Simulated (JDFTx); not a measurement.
An input for a modified build of JDFTx (Re(0001), CANDLE, water, 1 M NaF; bohr, hartree) and the course of its log:

```
lattice \
  5.2257354871 2.6128677530 0.0000000000 \
  0.0000000000 4.5256196991 0.0000000000 \
  0.0000000000 0.0000000000 42.8967830290
coords-type Lattice
ion Re 0.6666666670 0.6666666670 -0.1478055070 0
ion Re 0.0000000000 0.0000000000 -0.0492685020 0
ion Re 0.6666666670 0.6666666670 0.0492685020 0
ion Re 0.0000000000 0.0000000000 0.1478055070 0
ion-species pseudo/re_pbe_v1.2.upf
elec-cutoff 20 100
elec-ex-corr gga-PBE
coulomb-interaction Slab 001
coulomb-truncation-embed 0 0 0
kpoint-folding 8 8 1
elec-smearing Fermi 0.01
elec-n-bands 41
target-mu -0.153980
symmetries none
electronic-scf nIterations 100 energyDiffThreshold 1e-07
fluid LinearPCM
pcm-variant CANDLE
fluid-solvent H2O
fluid-cation Na+ 1
fluid-anion F- 1
fluid-minimize nIterations 400 knormThreshold 1e-11
wavefunction read f0.wfns
elec-initial-eigenvals f0.eigenvals
elec-initial-fillings read f0.fillings
fluid-initial-state f0.fluidState
dump-name f0_u0.$VAR
dump End State Ecomponents EigStats BandEigs Forces ElecDensity IonicPositions Fillings Kpoints Dtot FluidDebug BoundCharge FluidDensity
```

```
[one cycle in 5 is shown, and the last three; fluid-solver lines are left out]
	FillingsUpdate:  mu: -0.153980000  nElectrons: 61.991576
SCF: Cycle:  0   G: -308.383238692464090   dG: +1.518e+00   |Residual|: 1.202e-01   |deigs|: 1.295e-06
	FillingsUpdate:  mu: -0.153980000  nElectrons: 60.359432
SCF: Cycle:  5   G: -309.867124200718990   dG: -4.315e-02   |Residual|: 1.874e-02   |deigs|: 1.116e-03
	FillingsUpdate:  mu: -0.153980000  nElectrons: 60.711495
SCF: Cycle: 10   G: -309.719361468642433   dG: +1.009e-01   |Residual|: 4.252e-02   |deigs|: 2.600e-03
	FillingsUpdate:  mu: -0.153980000  nElectrons: 60.816044
SCF: Cycle: 15   G: -309.670368356792892   dG: -9.391e-01   |Residual|: 4.791e-02   |deigs|: 8.980e-03
	FillingsUpdate:  mu: -0.153980000  nElectrons: 61.318454
SCF: Cycle: 20   G: -309.266409181596430   dG: +1.248e-01   |Residual|: 7.750e-02   |deigs|: 1.260e-03
	FillingsUpdate:  mu: -0.153980000  nElectrons: 61.167512
SCF: Cycle: 25   G: -309.440046200215590   dG: -7.036e-02   |Residual|: 6.491e-02   |deigs|: 9.845e-04
	FillingsUpdate:  mu: -0.153980000  nElectrons: 60.233231
SCF: Cycle: 30   G: -309.901887520236528   dG: -1.472e-01   |Residual|: 3.197e-03   |deigs|: 4.930e-03
	FillingsUpdate:  mu: -0.153980000  nElectrons: 60.208699
SCF: Cycle: 35   G: -309.902620485829630   dG: -3.164e-02   |Residual|: 1.397e-03   |deigs|: 2.267e-03
	FillingsUpdate:  mu: -0.153980000  nElectrons: 60.192494
SCF: Cycle: 40   G: -309.902761216804208   dG: -8.352e-07   |Residual|: 4.731e-05   |deigs|: 3.195e-05
	FillingsUpdate:  mu: -0.153980000  nElectrons: 60.192220
SCF: Cycle: 45   G: -309.902761390136391   dG: -4.438e-07   |Residual|: 6.536e-05   |deigs|: 8.070e-06
	FillingsUpdate:  mu: -0.153980000  nElectrons: 60.190595
SCF: Cycle: 50   G: -309.902760340135444   dG: +9.945e-07   |Residual|: 9.185e-05   |deigs|: 1.569e-05
	FillingsUpdate:  mu: -0.153980000  nElectrons: 60.192038
SCF: Cycle: 55   G: -309.902761218491491   dG: -2.593e-07   |Residual|: 7.856e-05   |deigs|: 1.252e-05
	FillingsUpdate:  mu: -0.153980000  nElectrons: 60.192911
SCF: Cycle: 60   G: -309.902760757761371   dG: -2.807e-06   |Residual|: 1.127e-04   |deigs|: 1.480e-05
	FillingsUpdate:  mu: -0.153980000  nElectrons: 60.190816
SCF: Cycle: 65   G: -309.902760618491925   dG: +4.629e-07   |Residual|: 8.902e-05   |deigs|: 1.322e-05
	FillingsUpdate:  mu: -0.153980000  nElectrons: 60.191139
SCF: Cycle: 70   G: -309.902760806238462   dG: +3.143e-07   |Residual|: 9.793e-05   |deigs|: 1.349e-05
	FillingsUpdate:  mu: -0.153980000  nElectrons: 60.190891
SCF: Cycle: 75   G: -309.902760750545497   dG: +3.931e-07   |Residual|: 8.539e-05   |deigs|: 1.228e-05
	FillingsUpdate:  mu: -0.153980000  nElectrons: 60.193037
SCF: Cycle: 80   G: -309.902760847384172   dG: +2.401e-07   |Residual|: 1.101e-04   |deigs|: 3.335e-06
	FillingsUpdate:  mu: -0.153980000  nElectrons: 60.190950
SCF: Cycle: 85   G: -309.902760841205804   dG: +4.091e-07   |Residual|: 8.158e-05   |deigs|: 1.216e-05
	FillingsUpdate:  mu: -0.153980000  nElectrons: 60.192967
SCF: Cycle: 90   G: -309.902760910695065   dG: +1.941e-07   |Residual|: 9.370e-05   |deigs|: 3.845e-06
	FillingsUpdate:  mu: -0.153980000  nElectrons: 60.190723
SCF: Cycle: 95   G: -309.902760359283889   dG: +8.422e-07   |Residual|: 1.022e-04   |deigs|: 1.457e-05
	FillingsUpdate:  mu: -0.153980000  nElectrons: 60.192089
SCF: Cycle: 97   G: -309.902761277664297   dG: -1.076e-06   |Residual|: 8.197e-05   |deigs|: 1.194e-05
	FillingsUpdate:  mu: -0.153980000  nElectrons: 60.191609
SCF: Cycle: 98   G: -309.902761313609460   dG: -3.595e-08   |Residual|: 5.381e-05   |deigs|: 4.586e-06
	FillingsUpdate:  mu: -0.153980000  nElectrons: 60.193199
SCF: Cycle: 99   G: -309.902760493248820   dG: +8.204e-07   |Residual|: 1.053e-04   |deigs|: 1.556e-05
SCF: None of the convergence criteria satisfied after 100 iterations.
IonicMinimize: Iter:   0  G: -309.902760493248820  |grad|_K:  0.000e+00
IonicMinimize: Converged (|grad|_K<1.000000e-04).
```

This run gave no converged result. The loop ran out of cycles short of its threshold. It has stalled and not diverged: the last ten energies span 1e-06 Ha, so the total is near its end, but levels, forces and the electron count aren't shown converged.
